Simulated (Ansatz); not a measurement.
Values for one crystal, relaxed and computed with the program Ansatz at the LDA level (PAW); other levels are named.

```yaml
volume_per_atom: 12.01 Å³
band_gap: 2.13 eV (indirect)
Poisson's ratio: 0.30
Highest zone-centre frequency (without LO–TO term): 87.2 meV
dynamical_stability_on_the_path: unstable, down to 72i cm⁻¹
zone_centre_stability: no imaginary mode at Γ
Bulk modulus (Birch–Murnaghan fit): 167 GPa
```

Task: Which of these materials gives this?
A. GeAs, C2/m (Pearson symbol mS24)
B. BAs, Pnma (B on 4c, As on 4c)
C. CuI, P4/nmm (Cu on 2b, I on 2c)
D. LiTaO3, P4mm (Ta on 1b, Li on 1a, O on 1b, O on 2c)

Result: D, LiTaO3, P4mm (Ta on 1b, Li on 1a, O on 1b, O on 2c)

The start of the workflow was typed in or built on a structure type; neither database checked (COD, Materials Project) lists it. It is not the phase usual at ambient conditions (space group No. 161). The LDA relaxation kept the symmetry of its start. No spin polarisation was allowed. Scalar-relativistic: spin–orbit coupling is off unless named, which matters more the heavier the elements.

Potentials: the earlier of the program's two PAW sets.
